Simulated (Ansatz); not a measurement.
Polymorphs of SiO$_{2}$, each relaxed with r²SCAN in the plane-wave PAW code Ansatz:

A: P4_2/nmc
a = 2.826 Å, b = 2.826 Å, c = 8.192 Å, α = 90.00°, β = 90.00°, γ = 90.00°

| atom | site | symmetry | x | y | z |
|---|---|---|---|---|---|
| Si | 2a | -4m2 | 0.0000 | 0.0000 | 0.0000 |
| O | 4d | 2mm. | 0.0000 | 0.5000 | 0.1020 |

B: P3_121
a = b = 4.921 Å, c = 5.417 Å, α = β = 90.00°, γ = 120.00°

```csv
atom,site,symmetry,x,y,z
Si,3a,.2.,0.5310,0.5310,0.0000
O,6c,1,0.4132,0.2690,0.2154
```

**Question.** Order them by energy per atom at 0 K (lowest first) at the level r²SCAN.

**Answer.** B (+0 meV/atom), A (+247 meV/atom)

**Question.** Give each one's gap.

**Answer.** A 5.94 eV; B 6.60 eV.

Constructed cells (a structure type filled with these elements, in neither database checked): A. Not the usual ambient phase: A. All cells were relaxed under the symmetry of their starts (and spin orders); stability against distortions was not tested throughout.

Energies hold the estimated change up to a 700 eV cutoff; steps of a few meV lie near the error of the meshes.

Potentials: the earlier of the program's two PAW sets.
